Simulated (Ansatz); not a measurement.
A geometry of AlNi away from equilibrium: step 3 of the relaxation of a randomly generated symmetric cell of AlNi (space group No. 18). Calculation: PBEsol (plane waves to 420 eV, PAW, scalar-relativistic; Ansatz, an electronic-structure program). Γ-centred k-mesh 6×6×8 on the run's cell (coarser than for final values), Fermi–Dirac smearing 0.05 eV. The plane waves were selected for a different cell earlier on the path.

```
CELL_PARAMETERS angstrom
      5.20608     0.00000     0.00000
      0.00000     5.27153     0.00000
      0.00000     0.00000     3.86674
ATOMIC_POSITIONS crystal
  Al 0.50000 0.00000 0.32772
  Al 0.00000 0.50000 0.67228
  Al 0.00000 0.00000 0.39918
  Al 0.50000 0.50000 0.60082
  Ni 0.74096 0.65040 0.10614
  Ni 0.25904 0.34960 0.10614
  Ni 0.24096 0.84960 0.89386
  Ni 0.75904 0.15040 0.89386
```
Spin-polarised start, with parallel moments on Ni.

Question: Give the Cartesian forces on all atoms (eV/Å).

Answer: 
| atom | Fx | Fy | Fz |
|---|---|---|---|
| Al1 | 0.00 | 0.00 | 2.01 |
| Al2 | 0.00 | 0.00 | -2.01 |
| Al3 | 0.00 | 0.00 | 0.04 |
| Al4 | 0.00 | 0.00 | -0.04 |
| Ni5 | -0.07 | 0.23 | 0.34 |
| Ni6 | 0.07 | -0.23 | 0.34 |
| Ni7 | -0.07 | -0.23 | -0.34 |
| Ni8 | 0.07 | 0.23 | -0.34 |

The path ends in Pm-3m (No. 221) (CsCl type). No spin polarisation in the result: the starting moments vanished. A magnetic state may lie lower.

The run could not lose the symmetry of its start.
